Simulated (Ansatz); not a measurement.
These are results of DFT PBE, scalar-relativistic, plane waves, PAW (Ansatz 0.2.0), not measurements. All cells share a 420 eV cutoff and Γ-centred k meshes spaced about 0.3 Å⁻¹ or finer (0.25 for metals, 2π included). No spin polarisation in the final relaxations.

Temperature and zero-point effects are left out. All come from trial cells, and lower structures may exist.

**Question.** These unrelaxed guesses for In₂Te₂O are each relaxed within their symmetry. Order them by the energy at which they end, lowest first.
A.

```
In Te O
1.0
    -2.15000    5.25000    2.72500
     2.15000   -5.25000    2.72500
     2.15000    5.25000   -2.72500
In Te O
2 2 1
Cartesian
  0.0000 7.0035 0.0000
  0.0000 3.4965 0.0000
  0.0000 1.6275 1.3625
  2.1500 3.6225 -1.3625
  0.0000 5.2500 1.3625
```

B.

```
In Te O
1.0
     1.97500    1.14027    9.10000
    -1.97500    1.14027    9.10000
     0.00000   -2.28053    9.10000
In Te O
2 2 1
Direct
  0.16800 0.16800 0.16800
  0.60500 0.60500 0.60500
  0.77700 0.77700 0.77700
  0.00000 0.00000 0.00000
  0.24500 0.24500 0.24500
```

C.

```
In Te O
1.0
     4.95251    0.00000    0.00000
    -2.47625    4.28900    0.00000
     0.00000    0.00000    6.25759
In Te O
2 2 1
Cartesian
  0.0000 0.0000 4.6803
  0.0000 0.0000 1.5773
  0.0000 2.8593 2.4743
  2.4763 1.4297 3.7833
  0.0000 0.0000 0.0000
```

D.

```
In Te O
1.0
     4.10000    0.00000    0.00000
     0.00000    4.10000    0.00000
     0.00000    0.00000   14.60000
In Te O
4 4 2
Direct
  0.50000 0.00000 0.63000
  0.00000 0.50000 0.91000
  0.50000 0.00000 0.09000
  0.00000 0.50000 0.37000
  0.50000 0.00000 0.81000
  0.00000 0.50000 0.62000
  0.00000 0.50000 0.19000
  0.50000 0.00000 0.38000
  0.50000 0.50000 0.00000
  0.00000 0.00000 0.00000
```

**Answer.** C (ends in P-3m1, 0 meV/atom), A (ends in Imm2, 13 meV/atom), D (ends in P4/nmm, 64 meV/atom), B (ends in R3m, 97 meV/atom).

The k mesh leaves some 4 meV/atom of noise in the energy of each metallic cell. Weakly bound directions are ill-defined at this level, which has no dispersion term (P-3m1, P4/nmm, R3m), and this can change margins and order among such cells. These runs have no spin–orbit coupling, which can matter for Te. With atoms moved at random, P-3m1 (by 15 meV/atom) fell into a lower structure. Without a clear test, and held by symmetry: Imm2, P4/nmm and R3m. Some structure types and database cells were kept out of the candidates from the start, so a known form may be missing.
